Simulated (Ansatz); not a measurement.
Al2Cu in space group I4/mcm (No. 140; Cu on 4a, Al on 8h) under volume change, PBEsol in the plane-wave PAW code Ansatz, shape and atoms relaxed at each volume.

```
V (Å³/atom)  E − E(relaxed) (meV/atom)  P (GPa)
-----------  -------------------------  -------
13.153                            47.2    12.67
13.587                            19.8     7.73
14.020                             4.7     3.54
14.454                             0.0     0.00
14.887                               ?        ?
15.321                               ?        ?
15.755                            33.9    -7.72
```

**Question.** Some entries are withheld; supply them.

**Answer.** 
- 14.887, E − E(relaxed) (meV/atom): 4.2
- 14.887, P (GPa): -3.01
- 15.321, E − E(relaxed) (meV/atom): 15.9
- 15.321, P (GPa): -5.56

**Question.** What does a third-order Birch–Murnaghan fit give for V₀, B₀ and B′?

**Answer.** V₀ = 14.45 Å³/atom, B₀ = 109 GPa, B′ = 4.5.

The cell was relaxed with PBEsol under the symmetry of its start; of distortions, only those at the zone centre were tested. No spin polarisation was allowed.

Potentials: the earlier of the program's two PAW sets.
